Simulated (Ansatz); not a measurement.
Input:

Relaxed AlRu (CsCl type):

```
CELL_PARAMETERS angstrom
      6.00740     0.00000     0.00000
      0.00000     3.00370     0.00000
      0.00000     0.00000     3.00370
ATOMIC_POSITIONS crystal
  Al 0.00000 0.00000 0.00000
  Al 0.50000 0.00000 0.00000
  Ru 0.25000 0.50000 0.50000
  Ru 0.75000 0.50000 0.50000
```

In each cell atom 4 (Ru, nearest neighbour Al at 2.601 Å; its periodic images, 3.0 Å or more away, move with it) moves by s·(0.707, 0.707, 0.000) (along Cartesian [110]), the rest being held.

Method: PBE (plane waves to 420 eV, PAW, scalar-relativistic; Ansatz, a first-principles code). k mesh 6×12×12 (Γ-centred), Fermi-Dirac smearing 0.05 eV. The energy includes the smearing's −TS. With partly filled bands, energies and forces of such displacements shift with the k mesh and the smearing. AlRu is run without spin polarisation. AlRu was relaxed with its symmetry unable to fall. The zero of ΔE is the undisplaced structure.

The scan covers s from -0.520 to 0.520 Å in 11 points.

**Question.** Is the energy the same for equal positive and negative displacements?

**Answer.** Even: the same for both signs. With its periodic images moving along, the atom's site symmetry in this cell is 4/mmm.

**Question.** What force acts on the atom along the line at s = -0.520 Å?

**Answer.** 6.52 eV/Å.

**Question.** What is the force constant k = d²E/ds² of this move at s = 0?

**Answer.** 10.1 eV/Å².

(A displaced cell: forces are minus the slopes of the energy, force constants its curvatures, and phonons follow from these.)
